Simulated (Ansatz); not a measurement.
**SnSe (P4/nmm), a vibration from a frozen displacement**

Computed with DFT LDA, scalar-relativistic, plane waves, PAW (Ansatz). Settings: plane waves to 420 eV, k-mesh 6×6×4 (Γ-centred), Gaussian smearing 0.05 eV. No spin polarisation. Energies are free energies at this smearing, counted from the undisturbed cell; pressure is positive in compression.

The starting cell (relaxed at this level; this form isn't the usual structure):

```
CELL_PARAMETERS angstrom
4.18990 0.00000 0.00000
0.00000 4.18990 0.00000
0.00000 0.00000 10.97962
ATOMIC_POSITIONS crystal
Sn 0.50000 0.00000 0.37816
Sn 0.00000 0.50000 0.62184
Se 0.50000 0.00000 0.62178
Se 0.00000 0.50000 0.37822
```

The cell holds layers and no dispersion correction was added, so their binding is poorly described.

Atom 3 (Se) is moved by x along the Cartesian unit vector (0.000, 0.000, -1.000); the cell and all other atoms stay fixed. The cell's volume is 192.75 Å³; the moved atoms weigh 78.971 u together and the others 316.391 u.

| x (Å) | ΔE (meV/cell) | total force on the moved atoms along the move (eV/Å) | pressure (GPa) |
| --- | --- | --- | --- |
| -0.2000 | 95.62 | 0.8550 | -0.7614 |
| -0.1500 | 56.73 | 0.6957 | -0.5989 |
| -0.1000 | 26.60 | 0.5036 | -0.4197 |
| -0.0500 | 7.00 | 0.2734 | -0.2208 |
| 0.0000 | 0.00 | -0.0015 | 0.0014 |
| 0.0500 | 8.03 | -0.3293 | 0.2507 |
| 0.1000 | 33.97 | -0.7196 | 0.5315 |
| 0.1500 | 81.24 | -1.1848 | 0.8492 |
| 0.1750 | 114.13 | -1.4501 | 1.0237 |
| 0.2000 | 153.95 | -1.7398 | 1.2098 |

Task: What frequency belongs to this motion?

Result: The force constant is k = −dF/dx = 6.027 eV/Å², from the parabola through x = -0.0500, 0 and 0.0500. In every cell the moved atoms swing against the rest, so the mass is μ = m₁m₂/(m₁ + m₂) = 63.197 u, and ν̃ = 521.5 cm⁻¹ × √(|k|/μ) = 161 cm⁻¹. The pattern needn't be a normal mode: ν̃² is then a weighted mean of the squared nonzero frequencies at the zone centre of this cell, taken without macroscopic field, so it lies between the lowest and the highest of them.

Task: How far does the harmonic law reach?

Result: At x = -0.200 Å, kx²/2 = 120.54 meV against the computed 95.62 meV (-20.7 %): the well softens in this direction at large amplitude.

Cost: 10 runs of about 2.9 core-minutes in all, on Intel Xeon Platinum 8259CL (Skylake/Cascade Lake) (shared hosts).